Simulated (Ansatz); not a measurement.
The following input was run with Ansatz 0.2.0.

```yaml
crystal:
  lattice:
    - [2.99, 0.0, 0.0]
    - [0.0, 2.99, 0.0]
    - [0.0, 0.0, 2.99]
  atoms:
    - { symbol: V, position: [0.5, 0.5, 0.5], spin: 1.02 }
    - { symbol: Ru, position: [0.0, 0.0, 0.0], spin: -0.23 }
basis:
  ecutwfc: 500
kpoints:
  mp_grid: { grid: [14, 14, 14] }
hamiltonian:
  xc: r2scan
scf:
  occupations: { method: gaussian, width: 0.1 }
output:
  forces: true
  stress: true
  eigenvalues: true
  populations: true
magnetization:
  spin_polarized: true
```

Launched with
```bash
ansatz run input.yaml --threads 1 --pin off --max-ram 2560MiB --backend cpu --events-out ev --progress --plain --runs-dir out
```

The calculation used DFT r2SCAN, scalar-relativistic, plane waves, PAW in Ansatz 0.2.0.

From the run's log, abridged (iterations and final results):

```
SCF iter   1: F=—  HF=-8810.178327 eV  |F-HF|=—  |Δ(HF+E_count)|=         —  Δρ=6.58e-2 (↑6.58e-2 ↓6.01e-2) dr2=3.83e0  dr2_τ=3.17e-2  dr2_m=2.02e-2  M=0.690 μB ∫|m|=1.010 μB  β_m=1.00  ethr=3.10e-3  ⟨swp⟩=4.9  Hψ=18864  notcnv=0
Mixer restart at iter 1: flushing history
SCF iter   2: F=—  HF=-8808.696890 eV  |F-HF|=—  |Δ(HF+E_count)|=    1.48e0  Δρ=4.01e-2 (↑3.93e-2 ↓4.01e-2) dr2=1.55e0  dr2_τ=1.11e-2  dr2_m=1.12e-3  M=0.696 μB ∫|m|=1.041 μB  β_m=1.00  ethr=3.10e-3  ⟨swp⟩=2.8  Hψ=9951  notcnv=0  defer=200  κ⁻¹=1.0e0(r=1)
SCF iter   3: F=—  HF=-8808.308092 eV  |F-HF|=—  |Δ(HF+E_count)|=   3.89e-1  Δρ=1.03e-2 (↑1.03e-2 ↓1.01e-2) dr2=3.96e-2  dr2_τ=1.95e-3  dr2_m=3.29e-4  M=0.730 μB ∫|m|=1.084 μB  β_m=1.00  ethr=3.10e-3  ⟨swp⟩=2.0  Hψ=8863  notcnv=0  defer=200  κ⁻¹=5.0e-2(r=2)
SCF iter   4: F=—  HF=-8808.357689 eV  |F-HF|=—  |Δ(HF+E_count)|=         —  Δρ=7.58e-3 (↑7.58e-3 ↓6.62e-3) dr2=1.45e-2  dr2_τ=6.11e-4  dr2_m=1.31e-3  M=0.760 μB ∫|m|=1.137 μB  β_m=1.00  ethr=1.36e-4  ⟨swp⟩=2.1  Hψ=8148  notcnv=0  defer=174
Mixer restart at iter 4: flushing history
SCF iter   5: F=—  HF=-8808.376697 eV  |F-HF|=—  |Δ(HF+E_count)|=   1.90e-2  Δρ=5.20e-3 (↑5.20e-3 ↓4.64e-3) dr2=6.99e-3  dr2_τ=3.15e-4  dr2_m=4.18e-4  M=0.771 μB ∫|m|=1.170 μB  β_m=1.00  ethr=5.00e-5  ⟨swp⟩=2.0  Hψ=5956  notcnv=0  defer=175  κ⁻¹=1.0e0(r=1)
SCF iter   6: F=—  HF=-8808.398096 eV  |F-HF|=—  |Δ(HF+E_count)|=   2.14e-2  Δρ=1.29e-3 (↑1.29e-3 ↓1.00e-3) dr2=5.21e-4  dr2_τ=1.28e-5  dr2_m=1.21e-5  M=0.795 μB ∫|m|=1.241 μB  β_m=1.00  ethr=2.41e-5  ⟨swp⟩=2.0  Hψ=8799  notcnv=0  defer=175  κ⁻¹=2.6e-2(r=2)
SCF iter   7: F=—  HF=-8808.399151 eV  |F-HF|=—  |Δ(HF+E_count)|=   1.05e-3  Δρ=8.44e-4 (↑8.44e-4 ↓7.24e-4) dr2=2.14e-4  dr2_τ=6.25e-6  dr2_m=2.75e-6  M=0.798 μB ∫|m|=1.247 μB  β_m=1.00  ethr=1.80e-6  ⟨swp⟩=2.4  Hψ=7554  notcnv=0  defer=175  κ⁻¹=4.8e-3(r=3)
SCF iter   8: F=—  HF=-8808.399812 eV  |F-HF|=—  |Δ(HF+E_count)|=   6.61e-4  Δρ=3.31e-4 (↑3.30e-4 ↓3.31e-4) dr2=4.28e-5  dr2_τ=1.54e-6  dr2_m=3.72e-6  M=0.798 μB ∫|m|=1.244 μB  β_m=1.00  ethr=7.37e-7  ⟨swp⟩=2.0  Hψ=7943  notcnv=0  defer=175  κ⁻¹=1.3e-3(r=4)
SCF iter   9: F=—  HF=-8808.399887 eV  |F-HF|=—  |Δ(HF+E_count)|=   7.50e-5  Δρ=1.72e-4 (↑1.66e-4 ↓1.72e-4) dr2=3.89e-6  dr2_τ=4.26e-7  dr2_m=3.11e-6  M=0.798 μB ∫|m|=1.239 μB  β_m=1.00  ethr=1.48e-7  ⟨swp⟩=2.0  Hψ=7798  notcnv=0  defer=175  κ⁻¹=2.4e-4(r=5)
SCF iter  10: F=—  HF=-8808.399890 eV  |F-HF|=—  |Δ(HF+E_count)|=   2.60e-6  Δρ=5.82e-5 (↑5.82e-5 ↓4.13e-5) dr2=8.00e-7  dr2_τ=6.97e-8  dr2_m=9.63e-8  M=0.798 μB ∫|m|=1.234 μB  β_m=1.00  ethr=1.34e-8  ⟨swp⟩=2.0  Hψ=8309  notcnv=0  defer=175  κ⁻¹=7.2e-5(r=6)
SCF iter  11: F=—  HF=-8808.399887 eV  |F-HF|=—  |Δ(HF+E_count)|=   2.25e-6  Δρ=4.23e-5 (↑4.05e-5 ↓4.23e-5) dr2=2.78e-7  dr2_τ=2.49e-8  dr2_m=2.02e-7  M=0.798 μB ∫|m|=1.235 μB  β_m=1.00  ethr=2.76e-9  ⟨swp⟩=2.2  Hψ=7950  notcnv=0  defer=175  κ⁻¹=2.9e-5(r=7)
SCF iter  12: F=—  HF=-8808.399888 eV  |F-HF|=—  |Δ(HF+E_count)|=   9.92e-7  Δρ=3.83e-5 (↑3.50e-5 ↓3.83e-5) dr2=1.76e-7  dr2_τ=1.97e-8  dr2_m=1.82e-7  M=0.798 μB ∫|m|=1.236 μB  β_m=1.00  ethr=9.60e-10  ⟨swp⟩=2.0  Hψ=7824  notcnv=0  defer=175  κ⁻¹=1.5e-6(r=8)
SCF iter  13: F=—  HF=-8808.399890 eV  |F-HF|=—  |Δ(HF+E_count)|=   2.02e-6  Δρ=8.91e-6 (↑8.91e-6 ↓4.77e-6) dr2=2.02e-8  dr2_τ=1.24e-9  dr2_m=8.06e-9  M=0.799 μB ∫|m|=1.240 μB  β_m=1.00  ethr=6.07e-10  ⟨swp⟩=2.5  Hψ=8518  notcnv=0  defer=175  κ⁻¹=2.4e-7(r=8)
SCF iter  14: F=—  HF=-8808.399890 eV  |F-HF|=—  |Δ(HF+E_count)|=   2.68e-8  Δρ=6.58e-6 (↑6.58e-6 ↓4.40e-6) dr2=2.86e-9  dr2_τ=6.62e-10  dr2_m=7.14e-9  M=0.799 μB ∫|m|=1.240 μB  β_m=1.00  ethr=6.97e-11  ⟨swp⟩=2.0  Hψ=8276  notcnv=0  defer=175  κ⁻¹=1.5e-6(r=8)
SCF iter  15: F=—  HF=-8808.399890 eV  |F-HF|=—  |Δ(HF+E_count)|=   8.71e-8  Δρ=3.73e-6 (↑3.73e-6 ↓3.02e-6) dr2=2.00e-10  dr2_τ=2.27e-10  dr2_m=2.75e-9  M=0.799 μB ∫|m|=1.239 μB  β_m=1.00  ethr=9.85e-12  ⟨swp⟩=2.1  Hψ=8360  notcnv=0  defer=175  κ⁻¹=1.4e-6(r=8)
SCF iter  16: F=—  HF=-8808.399890 eV  |F-HF|=—  |Δ(HF+E_count)|=   2.52e-8  Δρ=9.03e-6 (↑9.03e-6 ↓4.05e-6) dr2=9.53e-9  dr2_τ=6.95e-10  dr2_m=1.04e-8  M=0.799 μB ∫|m|=1.239 μB  β_m=1.00  ethr=1.00e-12  ⟨swp⟩=4.1  Hψ=19600  notcnv=0  κ⁻¹=5.5e-7(r=8)
SCF iter  17: F=—  HF=-8808.399890 eV  |F-HF|=—  |Δ(HF+E_count)|=   1.83e-8  Δρ=3.16e-6 (↑2.97e-6 ↓3.16e-6) dr2=2.54e-11  dr2_τ=1.39e-10  dr2_m=2.29e-9  M=0.799 μB ∫|m|=1.239 μB  β_m=1.00  ethr=1.00e-12  ⟨swp⟩=3.0  Hψ=12720  notcnv=0  κ⁻¹=1.2e-6(r=8)
SCF iter  18: F=-8808.399890 eV  HF=-8808.399890 eV  |F-HF|=3.64e-12  |Δ(HF+E_count)|=   6.36e-9  Δρ=1.44e-7 (↑1.44e-7 ↓1.13e-7) dr2=9.18e-12  dr2_τ=2.69e-13  dr2_m=2.06e-13  M=0.799 μB ∫|m|=1.239 μB  ethr=1.00e-12  ⟨swp⟩=3.0  Hψ=10590  notcnv=0
SCF 1 converged in 18 iterations: F = -8808.399890 eV  dr2 = 9.18e-12
this state was not tested for a lower state beside it, because the mixer in use, unlike msr1, does not test its closes by its own steps (another_mixer; see scf.mixing.algorithm and scf.lower_state_search)
SCF converged after 18 iterations
Magnetization: 0.7989 μB (14.8994 up, 14.1006 down)
Absolute magnetization: 1.2386 μB (∫|ρ↑−ρ↓|, with the PAW one-centre terms)
Spin contamination: 0.0621 ħ² per cell (⟨S²⟩ above its minimum at these occupations)
Per-site moments (μB) at R_I (Å): [(0.91475280, 1.06813408), (-0.20185406, 1.06813408)]
Free energy (F): -8808.399890 eV
Harris-Foulkes:  -8808.399890 eV  (|F-HF|=3.64e-12)
Internal energy: -8808.390389 eV  (E = F + TS)
E sigma→0 (E₀):  -8808.395140 eV
Entropy (-TS):   -0.009501 eV (-4.751 meV/atom)
Fermi energy:    20.882729 eV
--- Per-component energies (eV) ---
  E_band       = -231.930522
  E_kinetic    = 850.885678
  E_local      = -2147.443415  (includes V_loc(G=0)·N_el)
  E_nonlocal   = 296.290846
  E_hartree    = 810.755808
  E_xc         = -311.637814
  E_vxc        = -452.338362  (∫ρ·V_xc dr)
  E_paw        = -4599.703133  (= ΣΔE_a)
  E_vpaw       = -432.031208  (= ΣTr[D̂ρ^β])
  E_aug_tail   = 0.000257  (compensation charges beyond the density's cutoff)
  E_vtau       = 31.194125  (kinetic-family band-sum trace: ∫τ·v_τ [+ j·A + Jᵃ·Aᵃ] dr)
  E_ewald      = -3706.961879
  E_core_change = -0.576737  (= ΣΔE_core)
  E_smearing   = -0.009501  (= −TS)
--- Forces (eV/Å), atoms counted from 1 ---
  atom   1  V      0.00000000     0.00000000     0.00000000
  atom   2  Ru     0.00000000     0.00000000     0.00000000
--- Stress (GPa, compression-positive) ---
        1.613862       0.000000       0.000000
        0.000000       1.613862       0.000000
        0.000000       0.000000       1.613862
  P = ⅓ Tr σ = 1.6139 GPa (16.139 kbar)
--- Band table (eV; the first three rows and the last of 240) ---
  k-point 0 ↑: bands = ["-54.4061", "-47.0649", "-23.5438", "-23.5438", "-23.5438", "-19.6495", "-19.6495", "-19.6495", "12.3837", "14.9690", "14.9690", "18.5881", "18.5881", "18.5881", "21.5829", "21.5829", "22.8618", "22.8618", "22.8618", "30.5499"]
  k-point 1 ↑: bands = ["-54.4052", "-47.0644", "-23.5529", "-23.5415", "-23.5415", "-19.6604", "-19.6509", "-19.6509", "12.4995", "15.0266", "15.0534", "18.5770", "18.5770", "18.6311", "21.4823", "21.6192", "22.6726", "22.6726", "22.8002", "30.1079"]
  k-point 2 ↑: bands = ["-54.4023", "-47.0631", "-23.5782", "-23.5349", "-23.5349", "-19.6906", "-19.6548", "-19.6548", "12.8369", "15.1971", "15.2941", "18.5495", "18.5495", "18.7582", "21.1919", "21.7237", "22.1925", "22.1925", "22.6211", "29.0067"]
  k-point 119 ↓: bands = ["-54.5422", "-45.8168", "-23.9003", "-23.9003", "-23.9003", "-18.6249", "-18.6249", "-18.6249", "16.3392", "16.3392", "16.3392", "19.1668", "19.1668", "19.1668", "21.3265", "21.3265", "23.2848", "23.2848", "31.0632", "31.0632"]
--- Löwdin populations: 2 sites ---
  site symbol q [e]    m [muB]
     0      V     12.5791     1.0532
     1     Ru     16.1575    -0.2586
  spilling = 0.009082 (of n_electrons = 29.000000)
```

The run converged.

It took 38 s on 1 thread of Arm Neoverse V1, with other jobs on the host, peak memory 0.48 GiB.

The state reached may not be the lowest one.